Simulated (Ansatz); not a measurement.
KBr (rock salt)

```
CELL_PARAMETERS angstrom
      0.00000     3.35261     3.35261
      3.35261     0.00000     3.35261
      3.35261     3.35261     0.00000
ATOMIC_POSITIONS crystal
  Br 0.00000 0.00000 0.00000
  K  0.50000 0.50000 0.50000
```

The relaxed cell is deformed in two ways at once: its volume V is scaled, and at that volume it is stretched along z (the c axis of the conventional cell) so that c/a changes. Fractional atomic positions are held.

Method: PBE (plane waves to 420 eV, PAW, scalar-relativistic; Ansatz, an electronic-structure program). k mesh 9×9×9 (Γ-centred), Fermi-Dirac smearing 0.05 eV. Compression counts positive. KBr was relaxed with its symmetry unable to fall.

At one point of the scan the stress tensor (GPa) is:

```
   0.22     0.00     0.00
   0.00     0.22     0.00
   0.00     0.00     1.62
```

Task: Which point is it?
A. V/V₀ = 1.080, (c/a)/(c/a)₀ = 0.920
B. V/V₀ = 0.960, (c/a)/(c/a)₀ = 0.920
C. V/V₀ = 0.960, (c/a)/(c/a)₀ = 0.960
D. V/V₀ = 0.960, (c/a)/(c/a)₀ = 1.040

Result: C, V/V₀ = 0.960, (c/a)/(c/a)₀ = 0.960

(A scan under strain: stresses follow from slopes of the energy per volume, elastic moduli from its curvatures.)
